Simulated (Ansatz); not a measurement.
# Ionic part of the dielectric constant of Be₂ZnSe₃, mode by mode

Method: Ansatz 0.2.0, DFT PBE, scalar-relativistic, plane waves, PAW. Cutoff 420 eV, 8×8×8 k-points (Γ-centred), fixed occupations. No spin polarisation. Phonons by linear response, acoustic sum rule imposed.

Space group I-4m2 (No. 119), tetragonal, a = 3.775 Å, c = 16.252 Å. Be has 4 Se at 2.26–2.27 Å; Zn is surrounded by 4 Se at 2.44 Å; Se on a site of symmetry 2mm has 2 Be at 2.26 Å and 2 Zn at 2.44 Å; Se on a site of symmetry -4m2 has 4 Be at 2.27 Å.

It was reached by relaxing an invented guess, and it needn't be the stable form of this composition. The run warned that its linear response isn't converged on this k mesh, so dielectric tensors, Born charges and infrared intensities are rough, and the frequencies may be too.

The primitive cell has V = 115.78 Å³ and ε∞,xx = 6.359. Each polar mode adds Δε = (4.92064×10⁷/V)·S/ν² along x, with S its oscillator strength in e²/amu, ν in cm⁻¹ and V in Å³.

Q: From these modes, find each Δε and ε0,xx.
```tsv
ν (cm⁻¹)	S_xx (e²/amu)
84.75	0.00662
209.48	0.05741
415.51	0.05232
448.67	0.697
```

A:
```csv
ν (cm⁻¹),Δε
84.75,0.39
209.48,0.56
415.51,0.13
448.67,1.47
```

The sum is 2.55, so ε0,xx = 8.91; the run's tensor has 8.91.

Q: Where do the longitudinal modes lie for a wave vector along x?

A: At 86.64, 216.32, 417.08, 501.12 cm⁻¹. The Lyddane–Sachs–Teller product Π(ν_LO/ν_TO)² = 1.40 agrees with ε0/ε∞ = 1.40.
